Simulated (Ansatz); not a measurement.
BaSi2:
```yaml
crystal:
  lattice:
    - [4.03488, 0.00000, 0.00000]
    - [-2.01744, 3.49431, 0.00000]
    - [0.00000, 0.00000, 5.20310]
  atoms:
    - { symbol: Ba, position: [0.00000, 0.00000, 0.00000] }
    - { symbol: Si, position: [0.66667, 0.33333, 0.55977] }
    - { symbol: Si, position: [0.33333, 0.66667, 0.44023] }
```

Relaxed with PBEsol. Special points in fractions of this cell's reciprocal vectors: Γ (0.000, 0.000, 0.000); M (0.500, 0.000, 0.000); K (0.333, 0.333, 0.000); A (0.000, 0.000, 0.500); L (0.500, 0.000, 0.500); H (0.333, 0.333, 0.500).

Q: List the band energies nearest the Fermi level at these points for DFT-PBEsol in the program Ansatz with PAW potentials.

A: In eV from the Fermi level; about four levels below and three above (degenerate sets whole), none deeper than 8.9 eV; points with the same levels are listed once.

| k | below | above |
|---|---|---|
| Γ | -2.73 -1.90 -1.90 -1.05 | 0.23 1.95 1.95 |
| M | -7.60 -3.13 -2.86 -0.92 | 0.01 1.47 2.19 |
| K | -7.81 -7.81 -4.95 -2.11 -2.11 | 2.08 2.08 3.37 |
| A | -4.63 -1.68 -1.68 | 0.37 0.81 0.81 |
| L | -6.97 -3.29 -2.11 -1.57 | 0.46 2.46 2.77 |
| H | -8.23 -8.23 -4.07 -1.31 -1.31 | 2.03 3.38 3.38 |

Space group P-3m1. The workflow started from a Materials Project entry (that database holds measured and hypothetical structures alike); the Crystallography Open Database copy checked does not list it. COD files the formula under space group No. 62, 191, so this cell is another polymorph or a model. Its standing as an ambient phase is unchecked. The cell was relaxed with PBEsol under the symmetry of its start; of distortions, only those at the zone centre were tested. Spin–orbit coupling is left out wherever it is not named.

Potentials: the later of the program's two PAW sets.
